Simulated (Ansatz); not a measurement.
**Structure relaxation, Nb**

The start is a randomly generated symmetric cell of Nb (space group No. 4). A full variable-cell relaxation at zero pressure is run with r2SCAN (plane waves to 500 eV, PAW, scalar-relativistic; Ansatz, an electronic-structure program). The first steps use a coarse 9×10×5 k-mesh.

Input geometry:
```
CELL_PARAMETERS angstrom
      4.01131     0.00000     0.00000
      0.00000     3.22506     0.00000
     -1.93246     0.00000     6.59668
ATOMIC_POSITIONS crystal
  Nb 0.66421 0.89528 0.33522
  Nb 0.33579 0.39528 0.66478
  Nb 0.90152 0.36268 0.10168
  Nb 0.09848 0.86268 0.89832
```

- Energy released = 0.85 eV/atom
- Shortest distances (start → end) = The closest pairs of elements (up to four, under 3.6 Å), start → end: Nb–Nb 2.41 → 2.86 Å
- Optimiser moves = 19

Relaxed structure:

Space group Im-3m (No. 229); a = b = c = 3.303 Å, α = β = γ = 90.00°

| atom | site | symmetry | x | y | z |
|---|---|---|---|---|---|
| Nb | 2a | m-3m | 0.0000 | 0.0000 | 0.0000 |
(The calculation used a cell of 1 atom; values per cell refer to that cell.)

Final values are on a 20×20×20 k-mesh of the relaxed cell. The start holds a very short contact (Nb–Nb 2.41 Å). No spin polarisation in the result.

The run could not lose the symmetry of its start; a randomly shaken copy of 2 atoms returns to this structure.
